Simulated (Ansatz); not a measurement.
GeAs in space group I4mm (No. 107; Ge on 2a, As on 2a) at seven volumes, LDA in the plane-wave PAW code Ansatz, shape and atoms relaxed at each. One row is withheld.

| V (Å³/atom) | P (GPa) |
|---|---|
| 17.724 | 8.71 |
| 18.308 | 5.29 |
| 18.892 | 2.43 |
| 19.476 | 0.00 |
| 20.061 | ? |
| 20.645 | -3.69 |
| 21.229 | -5.14 |

Q: Fit the shown pressures and predict the withheld one.

A: Third-order Birch–Murnaghan: P = (3/2)B₀(x^(7/2) − x^(5/2))[1 + (3/4)(B′ − 4)(x − 1)] with x = (V₀/V)^(2/3). Least squares on the six rows gives V₀ = 19.480 Å³/atom, B₀ = 73.38 GPa, B′ = 4.82. At V = 20.061, x = 0.9806 and P = -2.01 GPa. The run itself gave -1.96 GPa.

The workflow started from a Materials Project entry (that database holds measured and hypothetical structures alike); the Crystallography Open Database copy checked does not list it. Whether it is the stable phase at ambient conditions was not checked. Symmetry was held in the LDA relaxation; its stability against distortions is not shown here.

Potentials: the later of the program's two PAW sets.
